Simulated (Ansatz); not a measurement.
Computed with DFT PBE, scalar-relativistic, plane waves, PAW (Ansatz). All cells share a 420 eV cutoff and Γ-centred k meshes spaced at most about 0.3 Å⁻¹ (about 0.25 or finer for metals, 2π included). No spin polarisation in the final relaxations.

Temperature and zero-point effects are left out.

Two forms of Ga4P were relaxed alike.

A.

```cif
data_structure
_symmetry_space_group_name_H-M 'Im-3m'
_symmetry_Int_Tables_number 229
_cell_length_a 5.9515
_cell_length_b 5.9515
_cell_length_c 5.9515
_cell_angle_alpha 90.000
_cell_angle_beta 90.000
_cell_angle_gamma 90.000
_cell_volume 210.81
loop_
_atom_site_label
_atom_site_type_symbol
_atom_site_symmetry_multiplicity
_atom_site_Wyckoff_symbol
_atom_site_fract_x
_atom_site_fract_y
_atom_site_fract_z
_atom_site_occupancy
Ga1 Ga 8 c 0.25000 0.25000 0.75000 1
P1 P 2 a 0.00000 0.00000 0.00000 1
```

B.

```cif
data_structure
_symmetry_space_group_name_H-M 'P4/nbm:1'
_symmetry_Int_Tables_number 125
_cell_length_a 5.8369
_cell_length_b 5.8369
_cell_length_c 5.5764
_cell_angle_alpha 90.000
_cell_angle_beta 90.000
_cell_angle_gamma 90.000
_cell_volume 189.99
loop_
_atom_site_label
_atom_site_type_symbol
_atom_site_symmetry_multiplicity
_atom_site_Wyckoff_symbol
_atom_site_fract_x
_atom_site_fract_y
_atom_site_fract_z
_atom_site_occupancy
Ga1 Ga 8 m 0.66641 0.83359 0.28294 1
P1 P 2 a 0.50000 0.50000 0.00000 1
```

Task: Which form is favoured at zero pressure, and by what margin per atom?

Result: B is lower, by 224 meV/atom. A has space group Im-3m (No. 229), 21.1 Å³/atom and no gap on its mesh; B has space group P4/nbm (No. 125), 19.0 Å³/atom and no gap. The denser one is the lower, and pressure would at first widen the difference. Even the lower one lies +0.03 eV/atom against the reference forms of the elements (uncorrected), so neither is stable at this level. In A, Ga is surrounded by 2 P at 2.58 Å and 6 Ga at 2.98 Å; around P lie 8 Ga at 2.58 Å. In B, Ga is surrounded by 2 P at 2.69 Å, 2 Ga at 2.75–2.79 Å and 6 Ga at 3.08–3.10 Å; P has 8 Ga at 2.69 Å. Both come from invented guesses.

A magnetic state wasn't ruled out in cells without spin, among them Im-3m. Cells relaxed within their symmetry can be saddle points.
